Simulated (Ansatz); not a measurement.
The elements of this relaxed trial crystal are hidden behind letters.

```
lattice vectors (Å)
   6.0994    0.0000    0.0000
   0.0000    6.0994    0.0000
   0.0000    0.0000    6.0994
fractional positions
X 0.2588 0.7412 0.2588
X 0.2588 0.2588 0.7412
X 0.7412 0.7412 0.7412
X 0.7412 0.2588 0.2588
Z 0.5000 0.0000 0.0000
Z 0.0000 0.0000 0.5000
Z 0.0000 0.5000 0.0000
Q 0.5000 0.5000 0.5000
```

Method: DFT PBE, scalar-relativistic, plane waves, PAW (Ansatz). Plane waves to 420 eV, a 6×6×6 mesh through Γ for the 8-atom cell and 0.10 eV Gaussian smearing; no spin polarisation.

```
Space group                              : P-43m (No. 215)
Conventional cell                        : a = 6.099 Å
Volume per atom                          : 28.36 Å³
Density                                  : 5.26 g/cm³
Formation energy                         : −0.19 eV/atom
Gap on the 6×6×6 mesh of the 8-atom cell : 0 eV (the bands overlap slightly)
```

Energies are uncorrected and count from the elements' standard states at the same level.

Question: X is a p-block element of period 4, Z is a p-block element of period 5 and Q is a p-block element of period 4. Which elements are they?

Answer: X = Ga, Z = Sb, Q = As, so the formula is Ga4Sb3As. Density times volume gives a mean mass of 5.26 × 28.36/1.6605 = 89.8 u per atom, and this set has 89.9 u. Ga has 1 As at 2.55 Å and 3 Sb at 2.67 Å; around Sb lie 4 Ga at 2.67 Å; As is surrounded by 4 Ga at 2.55 Å. Other sets within the hints have nearly the same mass, so mass alone doesn't settle it; this one was computed.

These runs have no spin–orbit coupling, which can matter for Sb. The zero gap may come from the functional, which often closes small gaps. Symmetry constrained the relaxation, so the result can be a saddle point.
